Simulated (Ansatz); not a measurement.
## Computed properties of RbLuS2

```xyz
4
Lattice="1.9955 1.1521 7.6127 -1.9955 1.1521 7.6127 0.0000 -2.3042 7.6127" Properties=species:S:1:pos:R:3 pbc="T T T"
Rb    0.0000    0.0000    0.0000
Lu    0.0000    0.0000   11.4190
S     0.0000    0.0000    5.2596
S     0.0000    0.0000   17.5784
```

Atoms are numbered in the order listed.

Structure: COD 4030790, as refined from experiment and not relaxed.

No spin–orbit coupling, which matters for the heavy atoms here.

Levels of theory: DFT, PBEsol, all-electron LAPW, scalar-relativistic (Ansatz 0.2.0); DFT, PBEsol, PAW with Ansatz's default frozen-core files, scalar-relativistic (Ansatz 0.2.0).

For LAPW: a Γ-centred 9×9×9 k mesh, Fermi–Dirac smearing of 0.01 eV, basis error target 1 meV/atom, no spin polarisation. PAW takes a cutoff of 420 eV at this cell (files made with PBE, cores remade for this functional). The Ansatz runs share mesh, smearing and spin set-up. Values come from LAPW unless marked.

- Pressure at this cell: -2.07 GPa
- Band gap: 2.18 eV, indirect from Γ to F (0.5, 0, 0.5)
- Stress xx, yy, zz (compression positive): -2.17, -2.17, -1.87 GPa
- Largest force: 0.198 eV/Å on S3
- Smallest direct gap on the path: 2.98 eV
- Löwdin charges (with 0.15 e of the cell spilling out of the atomic basis, so their sizes and signs hang on that basis): Rb1 0.76, Lu2 0.61, S3 -0.61 e
- Bader charges (from the PAW run): Rb1 +0.77, Lu2 +1.90, S3 -1.34 e
- Volume per atom: 26.25 Å³
